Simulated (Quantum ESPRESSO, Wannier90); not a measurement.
# Wannierisation of InAs (zinc blende)

```
CELL_PARAMETERS angstrom
      0.00000     3.05356     3.05356
      3.05356     0.00000     3.05356
      3.05356     3.05356     0.00000
ATOMIC_POSITIONS crystal
  In 0.25000 0.25000 0.25000
  As 0.00000 0.00000 0.00000
```

Structure: Materials Project mp-20305, symmetrised, not relaxed again. COD (Crystallography Open Database) has an entry of this formula and space group (matched by these alone). Method: PBEsol plane waves in Quantum ESPRESSO 7.5 (PseudoDojo norm-conserving files, 68 Ry, no spin polarisation, no spin-orbit coupling), Bloch states on a 10×10×10 mesh through Γ, Wannier90 4.0.1. Density: 10×10×10 mesh, cold smearing 0.01 Ry. Spin-orbit coupling is left out although heavy elements are present.

Base run: 8 functions from bands 11-25 of the 25 computed, start hydrogen-like In: s;p; As: s;p, centres 0.05 Å off the atoms, frozen window up to 1.50 eV relative to the Fermi level, outer window open. One setting was then changed (edges relative to the Fermi level; misfit to pw.x on a path, for states up to 1.0 eV relative to the Fermi level).

| run | Ω_I (Å²) | rms misfit (meV) | worst (meV) |
|---|---|---|---|
| base | 12.09 | 2.9 | 45 |
| changed | 21.49 | 3.1 | 13 |

### Question
Which change was made?
A) no frozen window
B) outer window to 9.32 eV
C) frozen window to -0.50 eV
D) frozen window to 0.50 eV
E) frozen window to -1.50 eV

### Answer
B, outer window to 9.32 eV. The others give:

| run | Ω_I (Å²) | rms misfit (meV) | worst (meV) |
|---|---|---|---|
| frozen window to -0.50 eV | 11.96 | 45 | 301 |
| frozen window to 0.50 eV | 11.97 | 42 | 301 |
| frozen window to -1.50 eV | 11.85 | 72 | 327 |
| no frozen window | 11.47 | 168 | 708 |
